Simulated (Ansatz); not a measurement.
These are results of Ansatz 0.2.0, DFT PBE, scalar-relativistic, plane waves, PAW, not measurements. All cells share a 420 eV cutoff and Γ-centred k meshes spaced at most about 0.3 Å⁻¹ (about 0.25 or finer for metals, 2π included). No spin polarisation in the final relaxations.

These are static total energies at zero pressure. All come from trial cells, and lower structures may exist.

Question: These unrelaxed guesses for NbInS₄ are each relaxed within their symmetry. Order them by the energy at which they end, lowest first.
A.

```
Nb In S
1.0
     4.02953    0.00000    0.00000
     0.00000    4.02953    0.00000
     0.00000    0.00000    6.78652
Nb In S
1 1 4
Direct
  0.50000 0.50000 0.50000
  0.00000 0.00000 0.00000
  0.00000 0.00000 0.60384
  0.50000 0.50000 0.10520
  0.50000 0.50000 0.89480
  0.00000 0.00000 0.39616
```

B.

```
Nb In S
1.0
     4.27667    0.00000    0.00000
    -2.13834    3.70371    0.00000
     0.00000    0.00000   10.28014
Nb In S
1 1 4
Direct
  0.00000 0.00000 0.00000
  0.00000 0.00000 0.50000
  0.33333 0.66667 0.10852
  0.66667 0.33333 0.10852
  0.66667 0.33333 0.89148
  0.33333 0.66667 0.89148
```

C.

```
Nb In S
1.0
     4.15602    0.00000    0.00000
    -2.07801    3.59922    0.00000
     0.00000    0.00000   10.64498
Nb In S
1 1 4
Direct
  0.00000 0.00000 0.00000
  0.00000 0.00000 0.50000
  0.66667 0.33333 0.71800
  0.66667 0.33333 0.20175
  0.33333 0.66667 0.79825
  0.33333 0.66667 0.28200
```

Answer: C (ends in P-3m1, 0 meV/atom), A (ends in P4/mmm, 0.33 eV/atom), B (ends in P6/mmm, 0.76 eV/atom).

No dispersion correction is applied, so the spacing and binding between layers, chains or molecules are poorly described (P-3m1, P4/mmm), and this can change margins and order among such cells. A magnetic state wasn't ruled out in cells without spin, among them P-3m1, P4/mmm, P6/mmm. Cells relaxed within their symmetry can be saddle points. Some structure types and database cells were kept out of the candidates from the start, so a known form may be missing.
